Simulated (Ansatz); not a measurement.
**Notes on LuCr2Si2**

```
CELL_PARAMETERS angstrom
0.00000 3.90387 0.00000
3.90387 0.00000 0.00000
1.95194 1.95194 -5.31743
ATOMIC_POSITIONS crystal
Si 0.38610 0.38610 0.22780
Si 0.61390 0.61390 0.77220
Lu 0.00000 0.00000 0.00000
Cr 0.75000 0.25000 0.50000
Cr 0.25000 0.75000 0.50000
```

The numbers come from plane-wave PAW DFT (Ansatz): r2SCAN, no spin polarisation, 500 eV, 9×9×9 Γ-centred k points, fermi-dirac occupations (width 0.0481 eV). Nothing was relaxed.

(1) Is it stable against the elements?

(2) Which element gives electrons and which takes them?

(3) What happens at the Fermi level?

(4) Is the cell too large or too small?

Origin: a known structure type with other elements, at an estimated volume, so it need not be a known compound. Caveats: no spin polarisation, so a magnetic state may lie lower.

## Answers

(1) -0.27 eV an atom against the elements' usual phases (free molecules for gases, crystals otherwise, with no correction for O₂ or N₂), so it is bound against them; other compounds may still compete. Relaxing would lower it.

(2) Bader charges in e: Lu +1.66, Cr +0.37, Si -1.20. In the mean Lu gives up most and Si takes most.

(3) It is a metal, with about 5.1 states/eV a cell as the mean within 0.25 eV of the Fermi level, mostly Cr d (82 %).

(4) The pressure is -9.9 GPa (compression positive), so with the atoms held at these fractions the cell would first shrink. The principal stresses -11.4, -11.4, -6.8 GPa differ, so its shape would change too.
